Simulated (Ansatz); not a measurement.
InP:
```
CELL_PARAMETERS angstrom
      4.13822     0.00000     0.00000
     -2.06911     3.58380     0.00000
      0.00000     0.00000     9.35104
ATOMIC_POSITIONS crystal
  In 0.00000 0.50000 0.33333
  In 0.50000 0.50000 0.66667
  In 0.50000 0.00000 0.00000
  P  0.00000 0.50000 0.83333
  P  0.50000 0.50000 0.16667
  P  0.50000 0.00000 0.50000
```

Relaxed with r²SCAN.

### Question
Map the electron localisation function on the plane through (0.000, 0.500, 0.333) spanned by u = [1, 0, 0] and v = [0, 0, 1] in lattice vectors, from r²SCAN in the plane-wave PAW code Ansatz.

### Answer
x is the fraction of u, y of v (the angle between them is 90°; rows are the nearest grid lines); atoms in the plane: In at (0.00, 0.00), In at (0.50, 0.33), P at (0.00, 0.50), P at (0.50, 0.83).
```
y \ x   0.000  0.0952  0.190  0.286  0.381  0.476  0.524  0.619  0.714  0.810  0.905   1.00
------  -----  ------  -----  -----  -----  -----  -----  -----  -----  -----  -----  -----
1.00    0.001   0.015  0.244  0.200  0.326  0.340  0.340  0.326  0.200  0.244  0.015  0.001
0.925   0.205   0.235  0.223  0.690  0.856  0.806  0.806  0.856  0.690  0.223  0.235  0.205
0.850   0.185   0.299  0.685  0.854  0.480  0.001  0.001  0.480  0.854  0.685  0.299  0.185
0.775   0.042   0.114  0.444  0.707  0.711  0.478  0.478  0.711  0.707  0.444  0.114  0.042
0.700   0.092   0.079  0.099  0.268  0.541  0.661  0.661  0.541  0.268  0.099  0.079  0.092
0.625   0.718   0.652  0.417  0.147  0.069  0.067  0.067  0.069  0.147  0.417  0.652  0.718
0.550   0.246   0.552  0.739  0.573  0.202  0.053  0.053  0.202  0.573  0.739  0.552  0.246
0.450   0.246   0.742  0.890  0.671  0.234  0.196  0.196  0.234  0.671  0.890  0.742  0.246
0.375   0.718   0.720  0.481  0.214  0.145  0.017  0.017  0.145  0.214  0.481  0.720  0.718
0.300   0.092   0.128  0.185  0.261  0.117  0.005  0.005  0.117  0.261  0.185  0.128  0.092
0.225   0.042   0.063  0.135  0.194  0.197  0.219  0.219  0.197  0.194  0.135  0.063  0.042
0.150   0.185   0.190  0.185  0.157  0.126  0.109  0.109  0.126  0.157  0.185  0.190  0.185
0.0750  0.205   0.258  0.226  0.174  0.078  0.034  0.034  0.078  0.174  0.226  0.258  0.205
0.000   0.001   0.015  0.244  0.200  0.326  0.340  0.340  0.326  0.200  0.244  0.015  0.001
```

The density is the valence pseudo-density with augmentation charge, so density and ELF within about 1 Å of a nucleus are not all-electron values.

Space group P6_422. The start of the workflow was typed in or built on a structure type; neither database checked (COD, Materials Project) lists it. It is not the phase usual at ambient conditions (space group No. 216). The cell was relaxed with r²SCAN under the symmetry of its start; whether a distortion lowers the energy is not shown.

Potentials: the later of the program's two PAW sets.
